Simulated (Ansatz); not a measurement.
Input file for Ansatz (a program for electronic structure):

Ansatz 0.2 input:
```yaml
crystal:
  lattice:
    - [4.6287177885, 0.0, 0.0]
    - [-2.3143588942, 4.0085871918, 0.0]
    - [0.0, 0.0, 15.1829724167]
  atoms:
    - { symbol: In, position: [0.6666666667, 0.3333333333, 0.9999307135] }
    - { symbol: Sb, position: [0.6666666667, 0.3333333333, 0.1876741751] }
    - { symbol: In, position: [0.0, 0.0, 0.2503421918] }
    - { symbol: Sb, position: [0.0, 0.0, 0.4370529198] }
    - { symbol: In, position: [0.3333333333, 0.6666666667, 0.4999307135] }
    - { symbol: Sb, position: [0.3333333333, 0.6666666667, 0.6876741751] }
    - { symbol: In, position: [0.0, 0.0, 0.7503421918] }
    - { symbol: Sb, position: [0.0, 0.0, 0.9370529198] }
kpoints:
  mp_grid: { grid: [8, 8, 2] }
  band_path:
    path:
      - [[0.0, 0.0, 0.0], [0.5, 0.0, 0.0], [0.3333333333, 0.3333333333, 0.0], [0.0, 0.0, 0.0], [0.0, 0.0, 0.5], [0.5, 0.0, 0.5], [0.3333333333, 0.3333333333, 0.5], [0.0, 0.0, 0.5]]  # Γ-M-K-Γ-A-L-H-A
      - [[0.5, 0.0, 0.5], [0.5, 0.0, 0.0]]  # L-M
      - [[0.3333333333, 0.3333333333, 0.5], [0.3333333333, 0.3333333333, 0.0]]  # H-K
    npoints: 8
hamiltonian:
  xc: r2scan
  pseudopotentials: { kind: paw }
magnetization: { noncollinear: true, spin_orbit: true }
scf:
  n_extra_bands: 16
  convergence: { dr2_threshold: 0.0000000001 }
  occupations: { method: gaussian, width: 0.05 }
output: { eigenvalues: true }
```

Output (shortened):

```
Pseudopotential: In, paw_fr, valence charge 13
Pseudopotential: Sb, paw_fr, valence charge 15
Functional definition: r2SCAN
non-collinear run that drives no moment, with spin-orbit …
Crystal: 8 atoms, lattice volume = 281.714 Å³
Basis set: ecut = 500 eV, 7213 PW (Γ), exchange–correlation on 144×144×480 points (64 copies of the dense FFT grid, shifted against one another)
Bands: 128, of which v1, the nominal top of the filled ones, is band 112 counted from 1 (111 counted from 0)
Symmetry: 12 space group operations + 12 with time reversal
k-points: 20 of 128
Projection manifold: j_resolved (fully-relativistic pseudo-atomic orbitals)
iter 1 solved again at ethr=1.11e-3 eV; its pass at ethr=3.10e-3 eV (dr2=1.24e0 eV) is discarded
SCF iter   1: F=—  HF=-48363.796917 eV  |F-HF|=—  |Δ(HF+E_count)|=         —  Δρ=2.38e-2  dr2=1.24e0  dr2_τ=7.15e-3  dr2_m=0.00e0 (ungated)  ethr=1.11e-3  |M|=0.00e0 ∫|m|=0.00e0 μB  |m|>n=0.0e0 m-floor=0.0e0 τ_xc=0.0e0  β_m=0.30  ⟨swp⟩=1.5  Hψ=15427  notcnv=0
preconditioner: auto → Kerker (q_TF=auto, 2.340 Å⁻¹)
spin=Noncollinear: Kerker preconditioning applied to the charge; magnetization (m_x, m_y, m_z) channels mix plain (no charge-response kernel on spin).
SCF iter   2: F=—  HF=-48363.972557 eV  |F-HF|=—  |Δ(HF+E_count)|=   1.76e-1  Δρ=1.90e-2  dr2=8.26e-1  dr2_τ=2.29e-3  dr2_m=0.00e0 (ungated)  ethr=1.11e-3  |M|=0.00e0 ∫|m|=0.00e0 μB  |m|>n=0.0e0 m-floor=0.0e0 τ_xc=0.0e0  β_m=0.64  ⟨swp⟩=2.0  Hψ=2878  notcnv=0
SCF iter   3: F=—  HF=-48364.065208 eV  |F-HF|=—  |Δ(HF+E_count)|=   9.27e-2  Δρ=3.17e-3  dr2=6.69e-2  dr2_τ=1.24e-4  dr2_m=0.00e0 (ungated)  ethr=7.37e-4  |M|=0.00e0 ∫|m|=0.00e0 μB  |m|>n=0.0e0 m-floor=0.0e0 τ_xc=0.0e0  β_m=0.82  ⟨swp⟩=3.5  Hψ=5167  notcnv=0
SCF iter   4: F=—  HF=-48364.067778 eV  |F-HF|=—  |Δ(HF+E_count)|=   2.57e-3  Δρ=1.38e-3  dr2=1.58e-2  dr2_τ=2.52e-5  dr2_m=0.00e0 (ungated)  ethr=5.97e-5  |M|=0.00e0 ∫|m|=0.00e0 μB  |m|>n=0.0e0 m-floor=0.0e0 τ_xc=0.0e0  β_m=0.91  ⟨swp⟩=2.0  Hψ=3368  notcnv=0  defer=6
SCF iter   5: F=—  HF=-48364.068252 eV  |F-HF|=—  |Δ(HF+E_count)|=   4.74e-4  Δρ=5.94e-4  dr2=1.70e-3  dr2_τ=1.73e-6  dr2_m=0.00e0 (ungated)  ethr=1.41e-5  |M|=0.00e0 ∫|m|=0.00e0 μB  |m|>n=0.0e0 m-floor=0.0e0 τ_xc=0.0e0  β_m=0.96  ⟨swp⟩=2.0  Hψ=3373  notcnv=0  defer=6
SCF iter   6: F=—  HF=-48364.068715 eV  |F-HF|=—  |Δ(HF+E_count)|=   4.63e-4  Δρ=1.36e-4  dr2=8.45e-5  dr2_τ=1.95e-7  dr2_m=0.00e0 (ungated)  ethr=1.52e-6  |M|=0.00e0 ∫|m|=0.00e0 μB  |m|>n=0.0e0 m-floor=0.0e0 τ_xc=0.0e0  β_m=0.96  ⟨swp⟩=3.0  Hψ=4794  notcnv=0  defer=6
SCF iter   7: F=—  HF=-48364.068749 eV  |F-HF|=—  |Δ(HF+E_count)|=   3.38e-5  Δρ=5.15e-5  dr2=1.61e-5  dr2_τ=2.18e-8  dr2_m=0.00e0 (ungated)  ethr=7.55e-8  |M|=0.00e0 ∫|m|=0.00e0 μB  |m|>n=0.0e0 m-floor=0.0e0 τ_xc=0.0e0  β_m=0.98  ⟨swp⟩=2.0  Hψ=4794  notcnv=0  defer=6
SCF iter   8: F=—  HF=-48364.068756 eV  |F-HF|=—  |Δ(HF+E_count)|=   6.57e-6  Δρ=2.44e-5  dr2=3.63e-6  dr2_τ=8.79e-9  dr2_m=0.00e0 (ungated)  ethr=1.44e-8  |M|=0.00e0 ∫|m|=0.00e0 μB  |m|>n=0.0e0 m-floor=0.0e0 τ_xc=0.0e0  β_m=0.99  ⟨swp⟩=2.0  Hψ=3194  notcnv=0  defer=6
SCF iter  14: F=-48364.068705 eV  HF=-48364.068705 eV  |F-HF|=3.64e-11  |Δ(HF+E_count)|=  3.64e-11  Δρ=7.68e-8  dr2=6.79e-11  dr2_τ=8.51e-14  dr2_m=0.00e0 (ungated)  ethr=1.00e-12  |M|=0.00e0 ∫|m|=0.00e0 μB  |m|>n=0.0e0 m-floor=0.0e0 τ_xc=0.0e0  ⟨swp⟩=4.3  Hψ=7001  notcnv=0
SCF 1 converged in 14 iterations: F = -48364.068705 eV  dr2 = 6.79e-11
NSCF: frozen V_eff on 75 k-points
SCF converged after 14 iterations
Magnetization: |M| = 0.0000 μB,  M = (+0.0000, +0.0000, +0.0000) μB
Absolute magnetization: 0.0000 μB (∫|m|)
  site 0: m = (+0.0000, +0.0000, +0.0000) μB, |m| = 0.0000 μB  (R = 1.17 Å)
  site 1: m = (+0.0000, +0.0000, +0.0000) μB, |m| = 0.0000 μB  (R = 1.17 Å)
  site 2: m = (+0.0000, +0.0000, +0.0000) μB, |m| = 0.0000 μB  (R = 1.17 Å)
  site 3: m = (+0.0000, +0.0000, +0.0000) μB, |m| = 0.0000 μB  (R = 1.17 Å)
  site 4: m = (+0.0000, +0.0000, +0.0000) μB, |m| = 0.0000 μB  (R = 1.17 Å)
  site 5: m = (+0.0000, +0.0000, +0.0000) μB, |m| = 0.0000 μB  (R = 1.17 Å)
  site 6: m = (+0.0000, +0.0000, +0.0000) μB, |m| = 0.0000 μB  (R = 1.17 Å)
  site 7: m = (+0.0000, +0.0000, +0.0000) μB, |m| = 0.0000 μB  (R = 1.17 Å)
Free energy (F): -48364.068705 eV
Harris-Foulkes:  -48364.068705 eV  (|F-HF|=3.64e-11)
Internal energy: -48364.068344 eV  (E = F + TS)
E sigma→0 (E₀):  -48364.068525 eV
Entropy (-TS):   -0.000361 eV (-0.045 meV/atom)
Fermi energy:    6.991606 eV
--- Per-component energies (eV) ---
  E_band       = -1156.841529
  E_kinetic    = 1796.437742
  E_local      = -13002.615795  (includes V_loc(G=0)·N_el)
  E_nonlocal   = 2927.502000
  E_hartree    = 5594.576121
  E_xc         = -1311.252138
  E_vxc        = -835.003139  (∫ρ·V_xc dr)
  E_paw        = -35071.202478  (= ΣΔE_a)
  E_vpaw       = -3289.829734  (= ΣTr[D̂ρ^β])
  E_aug_tail   = 0.000028  (compensation charges beyond the density's cutoff)
  E_vtau       = 57.515475  (kinetic-family band-sum trace: ∫τ·v_τ [+ j·A + Jᵃ·Aᵃ] dr)
  E_ewald      = -9303.482298
  E_core_change = 5.968474  (= ΣΔE_core)
  E_smearing   = -0.000361  (= −TS)
  E_closure    = 0.000000  (closes the sum)
  Σ components = -48364.068705   (vs F -48364.068705, Δ=0.00e0)
  [band-id]    e_kinetic+e_local+e_nonlocal+2·e_hartree+e_vxc+e_vpaw+e_augmentation_tail+e_vtau = -1156.841183   (vs E_band -1156.841529, Δ=3.47e-4)
--- Band table (eV; the first three rows and the last of 20) ---
  k-point 0: bands = ["-23.1706", "-23.1706", "-23.1705", "-23.1705", "-23.1691", "-23.1691", "-23.1691", "-23.1691", "-23.1663", "-23.1663", "-23.1663", "-23.1663", "-23.1658", "-23.1658", "-23.1658", "-23.1658", "-21.9383", "-21.9383", "-21.9382", …
  k-point 1: bands = ["-23.1705", "-23.1705", "-23.1705", "-23.1705", "-23.1691", "-23.1691", "-23.1691", "-23.1691", "-23.1663", "-23.1663", "-23.1663", "-23.1663", "-23.1658", "-23.1658", "-23.1658", "-23.1658", "-21.9382", "-21.9382", "-21.9382", …
  k-point 2: bands = ["-23.1706", "-23.1705", "-23.1705", "-23.1705", "-23.1690", "-23.1690", "-23.1690", "-23.1690", "-23.1663", "-23.1663", "-23.1663", "-23.1662", "-23.1657", "-23.1657", "-23.1657", "-23.1657", "-21.9382", "-21.9382", "-21.9382", …
  k-point 19: bands = ["-23.1705", "-23.1705", "-23.1702", "-23.1702", "-23.1686", "-23.1686", "-23.1683", "-23.1683", "-23.1662", "-23.1662", "-23.1660", "-23.1660", "-23.1654", "-23.1654", "-23.1650", "-23.1650", "-21.9376", "-21.9376", "-21.9375", …
```

Cost: roughly 21 core-minutes on shared cores.

Space group P6_3mc. The start of the workflow was typed in or built on a structure type; neither database checked (COD, Materials Project) lists it. It is not the phase usual at ambient conditions (space group No. 216). Symmetry was held in the r²SCAN relaxation; its stability against distortions is not shown here.

Potentials: the later of the program's two PAW sets.

Ansatz is a plane-wave DFT program.
